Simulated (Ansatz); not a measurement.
MgCd in space group Pmma (No. 51; Mg on 2f, Cd on 2e), plane-wave PAW PBE (Ansatz code), all energies at zero smearing, with the estimated change up to a 700 eV cutoff added, with one set of potentials and settings (totals compare only within such a set). Cell of 4 atoms (2 Mg, 2 Cd): -20356.947 eV.

```
element                reference phase  E (eV/atom)
-------  -----------------------------  -----------
Mg       P6_3/mmc, 2 atoms in the cell   -1923.8026
Cd       P6_3/mmc, 2 atoms in the cell   -8254.4547
```

Formation energy per atom, worked out: (-20356.947 − 2×(-1923.8026) − 2×(-8254.4547))/4 = -0.108 eV/atom (-10 kJ per mol of atoms), at 0 K, without zero-point energy or fitted corrections.

The first step of the workflow began from a Materials Project structure, measured or hypothetical; the Crystallography Open Database files this formula in space group No. 51, but the cells were not matched. Whether it is the stable phase at ambient conditions was not checked. The cell keeps a stress of up to 0.3 GPa. The PBE relaxation kept the symmetry of its start; its stability against distortions is not shown here. The references are the lowest solids computed at this level, not always the standard phases.

Potentials: the later of the program's two PAW sets.
